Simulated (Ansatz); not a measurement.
The start is a generated trial cell of Pt in the AFLOW prototype A_cI16_220_c (as in Li). Cell shape, volume and atoms are optimised at zero target pressure with PBEsol (plane waves to 420 eV, PAW, scalar-relativistic; Ansatz, a first-principles code). The first steps use a coarse 8×8×8 k-mesh.

Input geometry:
```
Pt
1.0
   -3.11131     3.11131     3.11131
    3.11131    -3.11131     3.11131
    3.11131     3.11131    -3.11131
Pt
8
Cartesian
  1.25075   1.25075   1.25075
 -1.25075   1.86056   1.25075
  1.86056   1.25075  -1.25075
  1.25075  -1.25075   1.86056
  2.80640   2.80640   2.80640
  0.30491   3.41621  -0.30491
  3.41621  -0.30491   0.30491
 -0.30491   0.30491   3.41621
```

**Question.** What pressure does the first self-consistent step give?

**Answer.** +12.1 GPa (positive: the cell is compressed).

**Question.** Which atoms feel the largest initial force, and how large is it?

**Answer.** 0.89 eV/Å, on Pt1, Pt2, Pt3, Pt4, Pt5, Pt6, Pt7, Pt8 (atoms numbered as listed).

**Question.** How does the volume change?

**Answer.** +1.0 %, from 15.06 to 15.21 Å³/atom.

**Question.** How do the shortest distances between atoms change?

**Answer.** The closest pairs of elements (up to four, under 3.6 Å), start → end: Pt–Pt 2.57 → 2.70 Å.

**Question.** What band gap does the relaxed structure have at this level?

**Answer.** Zero (metallic).

**Question.** Give the final cell and atomic positions.

**Answer.** 
```cif
data_Pt16
_chemical_formula_sum 'Pt16'
_space_group_name_H-M_alt 'I-43d'
_space_group_IT_number 220
_space_group_name_Hall 'I -4bd 2c 3'
_cell_length_a 6.24353
_cell_length_b 6.24353
_cell_length_c 6.24353
_cell_angle_alpha 90.000
_cell_angle_beta 90.000
_cell_angle_gamma 90.000
loop_
_atom_site_label
_atom_site_type_symbol
_atom_site_symmetry_multiplicity
_atom_site_Wyckoff_symbol
_atom_site_fract_x
_atom_site_fract_y
_atom_site_fract_z
_atom_site_occupancy
Pt1 Pt 16 c 0.23419 0.23419 0.23419 1
```
(The calculation used a cell of 8 atoms; values per cell refer to that cell.)

The space group stays I-43d (No. 220) (the run could not lower it); the end is AFLOW prototype A_cI16_220_c (as in Li), with 8 atoms in the primitive cell. Final values are on a 11×11×11 k-mesh of the relaxed cell. No spin polarisation in the result.

The run could not lower the symmetry of its start; a shaken copy of this end point relaxes with PBEsol to I4/mmm (No. 139), 0.10 eV/atom lower.

The relaxed structure here is a generated cell of Pt: the first start was made by placing the elements on the sites of a structure type, and the end was not matched to a known phase here, so it may be hypothetical. Known forms of Pt include space group No. 225.
